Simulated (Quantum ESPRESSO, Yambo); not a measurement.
**Quasiparticle gap of CdS**

```
CdS
1.0
    0.00000     2.91241     2.91241
    2.91241     0.00000     2.91241
    2.91241     2.91241     0.00000
S Cd
1 1
Direct
  0.75000   0.75000   0.75000
  0.00000   0.00000   0.00000
```

Cell and atoms were relaxed with PBEsol from Materials Project entry mp-2469, within its symmetry.

Starting point: norm-conserving PBEsol (Quantum ESPRESSO, 102 Ry, scalar-relativistic). G0W0 in Yambo: 4×4×4 Γ-centred k mesh, bands 5 to 118 and a 10 Ry block in the screening, 118 bands in G with the Bruneval-Gonze terminator, plasmon pole fitted at 27.2 eV.

```json
{
  "PBEsol gap along the band path": "1.01 eV",
  "PBEsol gap between the mesh's edge points (Γ → Γ)": "1.01 eV",
  "G0W0 gap between the same points": "2.19 eV"
}
```

| k point | band | E PBEsol (eV) | E QP (eV) | shift (eV) | Z |
|---|---|---|---|---|---|
| Γ | VB | 0.00 | -0.93 | -0.93 | 0.78 |
| Γ | CB | 1.01 | 1.26 | 0.25 | 0.81 |
| L | VB | -0.77 | -1.72 | -0.95 | 0.78 |
| L | CB | 2.89 | 3.28 | 0.39 | 0.81 |

Energies count from the PBEsol valence-band maximum.

Nearest settings tried, and what they do to the gap: 89 bands in W, 89 bands in G: -7 meV; 8 Ry block (169 vectors against 181): -2 meV; 6×6×6 mesh: +53 meV. So the settings aren't converged at that level.

Spin-orbit splittings are left out.
